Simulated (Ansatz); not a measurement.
Cs2NaAlH6:
```
CELL_PARAMETERS angstrom
      0.00000     4.29627     4.29627
      4.29627     0.00000     4.29627
      4.29627     4.29627     0.00000
ATOMIC_POSITIONS crystal
  Cs 0.25000 0.25000 0.25000
  Cs 0.75000 0.75000 0.75000
  Na 0.50000 0.50000 0.50000
  Al 0.00000 0.00000 0.00000
  H  0.20834 0.79166 0.79166
  H  0.79166 0.20834 0.20834
  H  0.79166 0.20834 0.79166
  H  0.20834 0.79166 0.20834
  H  0.79166 0.79166 0.20834
  H  0.20834 0.20834 0.79166
```

Relaxed with r²SCAN. Special points in fractions of this cell's reciprocal vectors: Γ (0.000, 0.000, 0.000); X (0.500, 0.000, 0.500); U (0.625, 0.250, 0.625); K (0.375, 0.375, 0.750); L (0.500, 0.500, 0.500); W (0.500, 0.250, 0.750).

Q: List the band energies nearest the valence-band maximum at these points for r²SCAN in the plane-wave PAW code Ansatz.

A: In eV from the valence-band maximum; about four levels below and three above (degenerate sets whole), none deeper than 8.9 eV; points with the same levels are listed once.

```csv
k,below,above
Γ,-2.39 -2.39 -2.39 -0.40 -0.40,2.74 6.49 6.49 6.49
X,-1.56 -1.56 -0.96 0.00,4.38 5.20 5.53 5.53
U,-1.77 -1.65 -0.83 -0.17,4.61 5.22 5.50
L,-1.91 -1.91 -0.38 -0.38,4.07 4.68 6.28 6.28
W,-2.01 -2.01 -1.60 -0.84 -0.20,4.96 4.96 5.35
```

Space group Fm-3m. The workflow started from a Materials Project entry (that database holds measured and hypothetical structures alike); the Crystallography Open Database copy checked does not list it. Its standing as an ambient phase is unchecked. Symmetry was held in the r²SCAN relaxation; its stability against distortions is not shown here. Scalar-relativistic: spin–orbit coupling is off unless named, which matters more the heavier the elements.

Potentials: the later of the program's two PAW sets.
